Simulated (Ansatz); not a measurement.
B:
Space group R-3m, hexagonal axes (No. 166); a = b = 4.8764 Å, c = 12.4994 Å, α = β = 90.00°, γ = 120.00°

| atom | site | symmetry | x | y | z |
|---|---|---|---|---|---|
| B | 18h | .m | 0.2379 | 0.1189 | 0.1083 |
| B | 18h | .m | 0.1973 | 0.3945 | 0.0243 |
(The calculation used a cell of 12 atoms; values per cell refer to that cell.)

Relaxed with PBEsol.

Give the optical modes at the zone centre with their infrared activity from DFPT, plane-wave PAW PBEsol (Ansatz code).

Transverse frequencies, without the LO–TO term; a row sums one degenerate level.

| ω (cm⁻¹) | degeneracy | IR ((D/Å)²/amu) | activity | symmetry |
|---|---|---|---|---|
| 490 | 1 | 0.00 | IR-inactive | A1u |
| 490 | 1 | 0.00 | IR-inactive | A2g |
| 512 | 2 | 0.00 | IR-inactive | Eg |
| 565 | 2 | 0.38 | IR | Eu |
| 599 | 2 | 0.00 | IR-inactive | Eg |
| 603 | 2 | 0.00 | IR-inactive | Eu |
| 702 | 1 | 0.00 | IR-inactive | A1g |
| 707 | 2 | 4.16 | IR | Eu |
| 723 | 2 | 0.00 | IR-inactive | Eg |
| 725 | 1 | 0.00 | IR-inactive | A2g |
| 781 | 2 | 0.00 | IR-inactive | Eg |
| 798 | 1 | 0.00 | IR-inactive | A1u |
| 804 | 2 | 0.10 | IR | Eu |
| 806 | 1 | 0.19 | IR | A2u |
| 808 | 1 | 0.00 | IR-inactive | A1g |
| 813 | 2 | 2.92 | IR | Eu |
| 826 | 1 | 0.03 | IR | A2u |
| 882 | 2 | 0.00 | IR-inactive | Eg |
| 939 | 1 | 1.14 | IR | A2u |
| 940 | 1 | 0.00 | IR-inactive | A1g |
| 1127 | 2 | 0.00 | IR-inactive | Eg |
| 1180 | 1 | 0.00 | IR-inactive | A1g |

How high does the top mode go among those that the LO–TO term moves?

816 cm⁻¹ for q along x, 816 cm⁻¹ for q along y, 940 cm⁻¹ for q along z.

Symmetry was held in the PBEsol relaxation; phonons on a q-mesh show no instability.

Potentials: the later of the program's two PAW sets.
